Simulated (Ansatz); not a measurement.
# LiMg under pressure

All numbers below come from DFT r2SCAN, scalar-relativistic, plane waves, PAW in Ansatz 0.2.0. Settings: 500 eV cutoff, 12×12×12 k-mesh, Gaussian smearing of 0.10 eV, no spin polarisation.

The relaxed crystal:

```xyz
2
Lattice="3.4320 0.0000 0.0000 0.0000 3.4320 0.0000 0.0000 0.0000 3.4297" Properties=species:S:1:pos:R:3 pbc="T T T"
Li    0.0000    0.0000    0.0000
Mg    1.7160    1.7160    1.7148
```

Cell and atoms are relaxed at each pressure within the symmetry of the start, at zero temperature, so transitions that lower the symmetry aren't seen. The k-mesh given is that at zero pressure and may differ at others. a, b and c are the lengths of the cell vectors above.

```csv
P (GPa),V (Å³/atom),V/V0,a (Å),b (Å),c (Å)
-1,21.03,1.041,3.478,3.478,3.477
0,20.20,1.000,3.432,3.432,3.430
1,19.47,0.964,3.390,3.390,3.389
4,17.89,0.886,3.295,3.295,3.294
12,15.39,0.762,3.134,3.134,3.133
25,13.18,0.652,2.976,2.976,2.976
50,10.97,0.543,2.799,2.799,2.799
90,9.15,0.453,2.635,2.635,2.635
```

(1) What bulk modulus and pressure derivative fit these points?

Results:

(1) A third-order Birch–Murnaghan fit gives B0 = 26 GPa and B0' = 3.8.